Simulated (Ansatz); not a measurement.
Bi₂S₃, one structure, two calculations

Cell: an entry of the Crystallography Open Database (COD), ions relaxed with PBE at fixed cell.

```cif
data_Bi2S3
_symmetry_space_group_name_H-M 'Pnma'
_symmetry_Int_Tables_number 62
_cell_length_a 11.3160
_cell_length_b 3.9709
_cell_length_c 11.1780
_cell_angle_alpha 90.000
_cell_angle_beta 90.000
_cell_angle_gamma 90.000
loop_
_atom_site_label
_atom_site_type_symbol
_atom_site_symmetry_multiplicity
_atom_site_Wyckoff_symbol
_atom_site_fract_x
_atom_site_fract_y
_atom_site_fract_z
Bi1 Bi 4 c 0.4878 0.2500 0.3250
Bi5 Bi 4 c 0.3377 0.7500 0.0320
S9 S 4 c 0.2838 0.2500 0.1928
S13 S 4 c 0.5496 0.7500 0.1292
S17 S 4 c 0.3775 0.7500 0.4441
```

One atom of each set is listed.

First run. All values are calculated (Ansatz; DFT, PBE, plane waves and PAW, scalar-relativistic, 420 eV cutoff, Γ-centred 3×7×3 k-points, Fermi–Dirac smearing 0.02 eV), not measured.

```
site  V_zz (10²¹ V/m²)     η
 Bi1              7.18  0.89
 Bi5            -18.54  0.09
  S9             -2.52  0.33
 S13             -4.12  0.96
 S17             -8.71  0.11
```

Second run. The same atoms and settings, except that the functional is r2SCAN and the cutoff is 500 eV.

Problem. What does the second run give?

Solution. 

```csv
site,V_zz,η,change of V_zz
Bi1,8.43,0.87,+1.25
Bi5,-21.2,0.09,-2.62
S9,-2.68,0.20,-0.16
S13,4.39,0.93,–
S17,-8.79,0.13,-0.08
```

The largest change of V_zz along a kept axis is on Bi5, from -18.54 to -21.2. In per cent, |V_zz| changes by +14 to +17 on Bi, +1 to +6 on S (all sites that start above 0.5, bar those whose gradient vanishes or changes sign or whose main axis turns by over 40°). On S13 the largest principal value lies along another axis in the second run, so the two V_zz can't be compared directly.

Spin–orbit coupling is left out, which shifts gradients on Bi by a few per cent, and by more where contributions nearly cancel.
